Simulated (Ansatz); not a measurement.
YGe$_{3}$:
```
CELL_PARAMETERS angstrom
      1.98678   -10.36859     0.00000
      1.98678    10.36859     0.00000
      0.00000     0.00000     3.88469
ATOMIC_POSITIONS crystal
  Y  0.41765 0.58235 0.75000
  Y  0.58235 0.41765 0.25000
  Ge 0.81059 0.18941 0.75000
  Ge 0.18941 0.81059 0.25000
  Ge 0.96076 0.03924 0.25000
  Ge 0.03924 0.96076 0.75000
  Ge 0.30919 0.69081 0.25000
  Ge 0.69081 0.30919 0.75000
```

Relaxed with PBEsol. Special points in fractions of this cell's reciprocal vectors: Γ (0.000, 0.000, 0.000); Y (-0.500, 0.500, 0.000); C0 (-0.259, 0.741, 0.000); Σ0 (0.259, 0.259, 0.000); Z (0.000, 0.000, 0.500); A0 (0.259, 0.259, 0.500); E0 (-0.259, 0.741, 0.500); T (-0.500, 0.500, 0.500); S (0.000, 0.500, 0.000); R (0.000, 0.500, 0.500).

Question: List the band energies nearest the Fermi level at these points for PBEsol in the plane-wave PAW code Ansatz.

Answer: In eV from the Fermi level; about four levels below and three above (degenerate sets whole), none deeper than 8.9 eV; points with the same levels are listed once.

| k | below | above |
|---|---|---|
| Γ | -1.15 -1.09 -0.84 -0.75 | 0.63 0.98 2.62 |
| Y | -1.32 -1.09 -0.88 -0.74 | 0.19 1.67 2.78 |
| C0 | -2.16 -1.41 -0.28 -0.10 | 0.11 0.53 0.55 |
| Z | -2.46 -2.46 -1.12 -1.12 | 0.08 0.08 0.30 0.30 |
| A0 | -2.15 -2.15 -1.84 -1.84 | 2.23 2.23 3.14 3.14 |
| T | -0.25 -0.25 -0.05 -0.05 | 1.01 1.01 1.84 1.84 |
| S | -2.16 -1.88 -1.74 -0.20 | 0.06 0.22 0.38 |
| R | -2.15 -2.15 -1.85 -1.85 | 2.29 2.29 3.02 3.02 |

Space group Cmcm. The first step of the workflow began from a Materials Project structure, measured or hypothetical; the Crystallography Open Database copy checked does not list it. Whether it is the stable phase at ambient conditions was not checked. Symmetry was held in the PBEsol relaxation; whether a distortion lowers the energy is not shown. No spin polarisation was allowed. Spin–orbit coupling is left out wherever it is not named.

Potentials: the later of the program's two PAW sets.
